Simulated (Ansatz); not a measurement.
Cs2PdBr6 in space group Fm-3m (No. 225; Cs on 8c, Pd on 4a, Br on 24e), the program Ansatz at the r²SCAN level (PAW), all energies at zero smearing, with the estimated change up to a 700 eV cutoff added, with one set of potentials and settings (totals compare only within such a set). Cell of 9 atoms (2 Cs, 1 Pd, 6 Br): -35125.472 eV.

```
element             reference phase  E (eV/atom)
-------  --------------------------  -----------
Cs       Im-3m, 1 atoms in the cell   -5685.9274
Pd       Fm-3m, 1 atoms in the cell   -6985.7456
Br        Cmce, 4 atoms in the cell   -2792.8603
```

Formation energy per atom, worked out: (-35125.472 − 2×(-5685.9274) − 1×(-6985.7456) − 6×(-2792.8603))/9 = -1.190 eV/atom (-115 kJ per mol of atoms), at 0 K, without zero-point energy or fitted corrections.

The first step of the workflow began from a Materials Project structure, measured or hypothetical; the Crystallography Open Database copy checked does not list it. Whether it is the stable phase at ambient conditions was not checked. Symmetry was held in the r²SCAN relaxation; its stability against distortions is not shown here. The run is not spin-polarised. The references are the lowest solids computed at this level, not always the standard phases. Spin–orbit coupling is left out wherever it is not named.

Potentials: the later of the program's two PAW sets.
